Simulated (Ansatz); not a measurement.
Method: DFT PBE, scalar-relativistic, plane waves, PAW (Ansatz 0.2.0). All cells share a 420 eV cutoff and Γ-centred k meshes spaced at most about 0.3 Å⁻¹ (about 0.25 or finer for metals, 2π included). No spin polarisation in the final relaxations.

Each of these unrelaxed guesses is relaxed in cell and atoms within its symmetry. A guess keeps its type if space group and coordination stay and the shape of the cell changes little (axis ratios within about 15 %, angles within 6°); the volume may change.

1. Cd3Hg2Se5

Space group I-4m2 (No. 119). a = 4.229 Å, b = 4.229 Å, c = 29.902 Å, α = 90.00°, β = 90.00°, γ = 90.00°
| atom | site | symmetry | x | y | z |
| --- | --- | --- | --- | --- | --- |
| Cd | 4e | 2mm. | 0.0000 | 0.0000 | 0.1000 |
| Cd | 2b | -4m2 | 0.5000 | 0.5000 | 0.0000 |
| Hg | 4e | 2mm. | 0.5000 | 0.5000 | 0.2000 |
| Se | 4f | 2mm. | 0.5000 | 0.0000 | 0.1500 |
| Se | 4f | 2mm. | 0.0000 | 0.5000 | 0.0500 |
| Se | 2c | -4m2 | 0.0000 | 0.5000 | 0.2500 |

2. Mg3CdTe4

Space group P3m1 (No. 156). a = 4.218 Å, b = 4.218 Å, c = 13.842 Å, α = 90.00°, β = 90.00°, γ = 120.00°
```csv
atom,site,symmetry,x,y,z
Mg,1b,3m.,0.3333,0.6667,0.0002
Mg,1c,3m.,0.6667,0.3333,0.2502
Mg,1c,3m.,0.6667,0.3333,0.7502
Cd,1b,3m.,0.3333,0.6667,0.5002
Te,1b,3m.,0.3333,0.6667,0.1873
Te,1b,3m.,0.3333,0.6667,0.6873
Te,1c,3m.,0.6667,0.3333,0.4373
Te,1c,3m.,0.6667,0.3333,0.9373
```

3. LaNb2O2

Space group Pmmm (No. 47). a = 3.876 Å, b = 4.079 Å, c = 4.976 Å, α = 90.00°, β = 90.00°, γ = 90.00°
| atom | site | symmetry | x | y | z |
| --- | --- | --- | --- | --- | --- |
| La | 1e | mmm | 0.0000 | 0.5000 | 0.0000 |
| Nb | 2t | mm2 | 0.5000 | 0.5000 | 0.7748 |
| O | 1h | mmm | 0.5000 | 0.5000 | 0.5000 |
| O | 1c | mmm | 0.0000 | 0.0000 | 0.5000 |

Question: Which keep their type?

Answer: Guesses 1 and 2 keep their type.

```
guess  kept  start group  end group  V start (Å³/atom)  V end  b/a and c/a, end over start  nearest neighbours start  nearest neighbours end
    1   yes        I-4m2      I-4m2               26.7   30.1                   1.00, 1.00          Cd 4, Hg 4, Se 4        Cd 4, Hg 4, Se 4
    2   yes         P3m1       P3m1               26.7   34.9                   1.00, 0.99          Cd 4, Mg 4, Te 4        Cd 4, Mg 4, Te 4
    3    no         Pmmm       Pmmm               15.7   23.9                   1.75, 1.63        La 4, Nb 1, O 2/16      La 10, Nb 1, O 2/6
```

Neighbours count within 15 % of an atom's shortest distance; end groups are read at 0.02 Å (0.05 Å in metals).

Spin–orbit coupling, which can matter for Hg and Te, is left out. In LaNb2O2 Pmmm an odd number of electrons in the primitive cell allows no gap without spin; a larger cell or a magnetic state could open one. A magnetic state wasn't ruled out in cells without spin, among them LaNb2O2 Pmmm. Cells relaxed within their symmetry can be saddle points.

In counts of neighbours, a slash parts the counts of unlike sites.
